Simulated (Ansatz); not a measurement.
TiSnS:
```yaml
crystal:
  lattice:
    - [3.79937, 0.00000, 0.00000]
    - [0.00000, 3.79937, 0.00000]
    - [0.00000, 0.00000, 7.70363]
  atoms:
    - { symbol: Ti, position: [0.00000, 0.50000, 0.70373] }
    - { symbol: Ti, position: [0.50000, 0.00000, 0.29627] }
    - { symbol: Sn, position: [0.00000, 0.00000, 0.00000] }
    - { symbol: Sn, position: [0.50000, 0.50000, 0.00000] }
    - { symbol: S, position: [0.50000, 0.00000, 0.61757] }
    - { symbol: S, position: [0.00000, 0.50000, 0.38243] }
```

Relaxed with PBEsol. Special points in fractions of this cell's reciprocal vectors: Γ (0.000, 0.000, 0.000); X (0.000, 0.500, 0.000); M (0.500, 0.500, 0.000); Z (0.000, 0.000, 0.500); R (0.000, 0.500, 0.500); A (0.500, 0.500, 0.500).

Q: List the band energies nearest the Fermi level at these points for PBEsol (plane waves, PAW; program Ansatz).

A: In eV from the Fermi level; about four levels below and three above (degenerate sets whole), none deeper than 8.9 eV; points with the same levels are listed once.

| k | below | above |
|---|---|---|
| Γ | -1.67 -1.67 -1.31 -0.85 | 0.11 0.29 0.33 0.33 |
| X | -1.02 -1.02 -0.40 -0.40 | 0.39 0.39 1.14 1.14 |
| M | -3.61 -3.61 -1.24 -1.24 | 0.95 0.95 1.18 1.18 |
| Z | -2.17 -1.70 -1.38 -1.38 | 0.11 0.30 0.46 0.46 |
| R | -1.51 -1.51 -0.12 -0.12 | 0.64 0.64 1.28 1.28 |
| A | -2.73 -2.73 -2.19 -2.19 | 0.88 0.88 0.95 0.95 |

Space group P4/nmm. The start of the workflow was typed in or built on a structure type; neither database checked (COD, Materials Project) lists it. Its standing as an ambient phase is unchecked. The cell was relaxed with PBEsol under the symmetry of its start; its stability against distortions is not shown here. The workflow began spin-polarised and lost its moments. The volume moved by -16 % from the start of the relaxation. Scalar-relativistic: spin–orbit coupling is off unless named, which matters more the heavier the elements.

Potentials: the later of the program's two PAW sets.
